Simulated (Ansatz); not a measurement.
Input and command of a plane-wave DFT calculation in Ansatz:

```yaml
crystal:
  lattice:
    - [4.4381508265, 0.0, 0.0]
    - [0.0, 4.4381508265, 0.0]
    - [0.0, 0.0, 4.4602288345]
  atoms:
    - { symbol: Cs, position: [0.5, 0.5, 0.5] }
    - { symbol: Ga, position: [0.0, 0.0, 0.0] }
basis:
  ecutwfc: 420
kpoints:
  mp_grid: { grid: [12, 12, 12] }
hamiltonian:
  xc: pbe
scf:
  occupations: { method: gaussian, width: 0.1 }
output:
  forces: true
  stress: true
  eigenvalues: true
relax:
  adjacent_minimum: "off"
  f_tol: 0.01
  max_steps: 80
  cell: { stress_tol: 0.05 }
```

```bash
ansatz run input.yaml --threads 1 --pin off --max-ram 2560MiB --backend cpu --events-out ev --progress --plain --runs-dir out
```

Processor: Intel(R) Xeon(R) Platinum 8488C (Sapphire Rapids), 1 thread, on a host shared with other jobs.

How long does it run, and how much memory does it take?

About 25 s on 1 thread of Intel(R) Xeon(R) Platinum 8488C (Sapphire Rapids) (shared host), peak memory 0.58 GiB. It solves 15 bands at 196 k points (the mesh reduced by the symmetry that the task leaves, which can be less than the crystal's) with about 1743 plane waves (on the last cell), in 12 SCF iterations over 2 ionic steps.
